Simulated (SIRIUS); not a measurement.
## How a calculation on a (001) slab of AlCr2C (cut from a parent of space group no. 194; 8 atoms in the cell) responds to its settings

```
AlCr2C
1.0
    2.82510     0.00000     0.00000
   -1.41255     2.44661     0.00000
    0.00000     0.00000    20.52290
Al Cr C
2 4 2
Cartesian
  1.41255   0.81554   4.99999
  0.00000   1.63107  11.30071
  0.00000   1.63107   7.07849
  1.41255   0.81554   9.22229
  1.41255   0.81554  13.37921
  0.00000   1.63107  15.52291
  0.00000   0.00000   8.15040
  0.00000   0.00000  14.45110
```

Base run A: PBEsol, PseudoDojo 0.4 standard norm-conserving PBEsol (tails mended) pseudopotentials (SIRIUS), self-consistent single point.

Its settings: parameters.ngridk = 7 7 1; parameters.xc_functionals = [XC_GGA_X_PBE_SOL, XC_GGA_C_PBE_SOL]; parameters.gk_cutoff = 9.695 1/bohr; parameters.pw_cutoff = 19.391 1/bohr; parameters.smearing = cold; parameters.smearing_width = 0.00999582 Ha; potentials = PseudoDojo 0.4 standard norm-conserving PBEsol (tails mended) pseudopotentials; parameters.electronic_structure_method = pseudopotential; parameters.num_bands = 42; parameters.num_mag_dims = 0; parameters.num_dft_iter = 100; parameters.energy_tol = 1e-07 Ha; parameters.density_tol = 1e-06; mixer.type = anderson; mixer.beta = 0.3; mixer.use_hartree = true.

The run has no spin polarisation, so moments on Cr cannot form. Forces above 1 eV/Å remain at this geometry. No dipole correction was used; where the two faces of such a cut differ, images can couple through a dipole. The bare cut can leave dangling bonds, and the run has no spin polarisation, so a lower magnetic or reconstructed surface may exist. No clean gap shows at this smearing width and mesh (spacing up to 0.37 Å⁻¹); the mesh is coarse for partly filled bands, so the values carry mesh errors.

ΔF is the free energy per atom less that of run A. 

| run | change | ΔF (meV/atom) | largest force (eV/Å) |
|---|---|---|---|
| A | base | 0.00 | 1.007 |
| B | atom 8 moved by -0.15 angstrom along z | 36.8 | 3.246 |
| C | atom 8 moved by -0.08 angstrom along z | 13.6 | 2.051 |
| D | atom 8 moved by -0.04 angstrom along z | 5.1 | 1.358 |
| E | atom 8 moved by +0.04 angstrom along z | -1.59 | 0.647 |
| F | atom 8 moved by +0.08 angstrom along z | 0.25 | 0.904 |
| G | atom 8 moved by +0.15 angstrom along z | 11.6 | 1.880 |

Run F against A: The free energy hardly moves (within 1 meV/atom) and the largest force goes from 1.007 to 0.904 eV/Å.

Run B against A: The free energy rises by 36.8 meV/atom and the largest force goes from 1.007 to 3.246 eV/Å.

Run D against A: The free energy goes up by 5.1 meV/atom and the largest force goes from 1.007 to 1.358 eV/Å.

Small differences between rows can be mesh errors.

“Tails mended”: in these copies of the files the far tail of each local potential was reset to the Coulomb form.
